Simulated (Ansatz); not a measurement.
**NMR crystallography of ZnO with Cu replacing Zn: given against relaxed positions**

Start: a supercell of ZnO (wurtzite type, P6_3mc) built from a structure deposited in the COD, with all atoms left at the host's positions.

```
CELL_PARAMETERS angstrom
6.49862 0.00000 0.00000
-4.87396 8.44195 0.00000
0.00000 0.00000 10.41142
ATOMIC_POSITIONS crystal
Cu 0.16667 0.22222 0.25000
Zn 0.16667 0.22222 0.75000
Zn 0.16667 0.55556 0.25000
Zn 0.16667 0.55556 0.75000
Zn 0.16667 0.88889 0.25000
Zn 0.16667 0.88889 0.75000
Zn 0.66667 0.22222 0.25000
Zn 0.66667 0.22222 0.75000
Zn 0.66667 0.55556 0.25000
Zn 0.66667 0.55556 0.75000
Zn 0.66667 0.88889 0.25000
Zn 0.66667 0.88889 0.75000
Zn 0.33333 0.11111 0.00000
Zn 0.33333 0.11111 0.50000
Zn 0.33333 0.44444 0.00000
Zn 0.33333 0.44444 0.50000
Zn 0.33333 0.77778 0.00000
Zn 0.33333 0.77778 0.50000
Zn 0.83333 0.11111 0.00000
Zn 0.83333 0.11111 0.50000
Zn 0.83333 0.44444 0.00000
Zn 0.83333 0.44444 0.50000
Zn 0.83333 0.77778 0.00000
Zn 0.83333 0.77778 0.50000
O 0.33333 0.11111 0.18951
O 0.33333 0.11111 0.68951
O 0.33333 0.44444 0.18951
O 0.33333 0.44444 0.68951
O 0.33333 0.77778 0.18951
O 0.33333 0.77778 0.68951
O 0.83333 0.11111 0.18951
O 0.83333 0.11111 0.68951
O 0.83333 0.44444 0.18951
O 0.83333 0.44444 0.68951
O 0.83333 0.77778 0.18951
O 0.83333 0.77778 0.68951
O 0.16667 0.22222 0.43950
O 0.16667 0.22222 0.93951
O 0.16667 0.55556 0.43950
O 0.16667 0.55556 0.93951
O 0.16667 0.88889 0.43950
O 0.16667 0.88889 0.93951
O 0.66667 0.22222 0.43950
O 0.66667 0.22222 0.93951
O 0.66667 0.55556 0.43950
O 0.66667 0.55556 0.93951
O 0.66667 0.88889 0.43950
O 0.66667 0.88889 0.93951
```

Sites (sets of like atoms) are named by element and the number of their first atom in this list.

Level of theory: DFT, PBE, plane waves and PAW, scalar-relativistic, 420 eV cutoff, Γ-centred 3×2×2 k-points, Fermi–Dirac smearing 0.01 eV, cell charge -1 (Ansatz 0.2.0).

The largest force at the start is 0.92 eV/Å. Relaxing the ions at fixed cell moves them by 0.094 Å at most (atom 37, O) and 0.026 Å rms.

```csv
site,atom,moved (Å),first shell before,first shell after,V_zz before (10²¹ V/m²),η before
Cu,1,0.035,4 O at 1.97–1.98 Å,4 O at 2.01–2.08 Å,-3.05,0.19
Zn2,2,0.047,4 O at 1.97–1.98 Å,4 O at 1.98 Å,-0.26,0.09
Zn3,3,0.023,4 O at 1.97–1.98 Å,4 O at 1.94–1.99 Å,0.54,0.81
Zn5,5,0.026,4 O at 1.97–1.98 Å,4 O at 1.94–1.99 Å,0.54,0.95
Zn6,6,0.003,4 O at 1.97–1.98 Å,4 O at 1.97–1.98 Å,-0.11,0.54
Zn7,7,0.015,4 O at 1.97–1.98 Å,4 O at 1.95–1.99 Å,0.68,0.08
Zn9,9,0.013,4 O at 1.97–1.98 Å,4 O at 1.94–1.99 Å,0.52,0.93
Zn12,12,0.001,4 O at 1.97–1.98 Å,4 O at 1.97–1.98 Å,-0.11,0.61
Zn14,14,0.026,4 O at 1.97–1.98 Å,4 O at 1.94–2.00 Å,-0.55,0.32
Zn20,20,0.028,4 O at 1.97–1.98 Å,4 O at 1.94–2.00 Å,-0.55,0.32
Zn16,16,0.020,4 O at 1.97–1.98 Å,4 O at 1.94–2.00 Å,-0.60,0.06
O27,27,0.064,"3 Zn at 1.97–1.98 Å, 1 Cu at 1.98 Å","3 Zn at 1.94–1.95 Å, 1 Cu at 2.07 Å",-1.28,0.08
O37,37,0.094,"1 Cu at 1.97 Å, 3 Zn at 1.98 Å","3 Zn at 1.94 Å, 1 Cu at 2.08 Å",-1.18,0.00
O41,41,0.011,4 Zn at 1.97–1.98 Å,4 Zn at 1.97–1.99 Å,-0.29,0.82
O43,43,0.006,4 Zn at 1.97–1.98 Å,4 Zn at 1.97–1.99 Å,0.40,0.57
```

Task: How do the gradients change?

Result: 

```tsv
site	atom	V_zz after	η after	change of V_zz
Cu	1	-2.75	0.40	+0.30
Zn2	2	0.70	0.05	+0.96
Zn3	3	-1.81	0.62	–
Zn5	5	-1.78	0.72	–
Zn6	6	-0.39	0.53	-0.28
Zn7	7	1.74	0.14	+1.06
Zn9	9	-1.87	0.55	–
Zn12	12	-0.38	0.77	-0.27
Zn14	14	-1.96	0.79	-1.41
Zn20	20	-1.95	0.80	-1.40
Zn16	16	-1.98	0.76	-1.38
O27	27	-2.02	0.07	-0.74
O37	37	-2.14	0.03	-0.96
O41	41	-0.55	0.17	-0.26
O43	43	-0.52	0.52	–
```

The largest change of V_zz along a kept axis is on Zn14, from -0.55 to -1.96. In per cent, |V_zz| changes by -10 on Cu (all sites that start above 2). Where |V_zz| stays above 0.1 and the axes keep their order, η moves most on Zn16, from 0.06 to 0.76. On Zn7, Zn12, Zn6, O35 (not all in the table) V_xx and V_yy change places (or their axes turn by over 50°), so the two values of η hide a larger change. V_zz changes sign on Zn2 (same axis), Zn21 (axis turned by 33°), Zn23 (axis turned by 27°) (not all in the table). On Zn5, Zn3, Zn9, O43, O33 (not all in the table) the largest principal value lies along another axis in the second run, so the two V_zz can't be compared directly. The table leaves out 33 of the 48 sites, with |V_zz| up to 1.76; their tensors move by 1.21 at most along any direction. The statements above cover all sites. The host's own positions weren't relaxed first, so part of the change far from the defect can be the host's relaxation.

The run isn't spin-polarised, and a state with spin may lie lower. The defect repeats with the cell of 48 atoms, so it feels its images: sites between two images don't show the values beside a lone defect, and zeros or small values of η there can come from the images' arrangement. O and Zn carry a gradient in the pure host already, so the values there aren't the defect's effect alone. A uniform background compensates the cell's charge. The defect cell has no gap above 0.1 eV on its mesh, so the values can hang on the smearing and the k-mesh. The cell keeps the host's lattice, where the PBE pressure is 5 GPa (in a charged cell this depends on the convention for the mean potential).
Before: The neighbours have not yet relaxed around the defect (largest force 0.92 eV/Å), so a real crystal will differ.
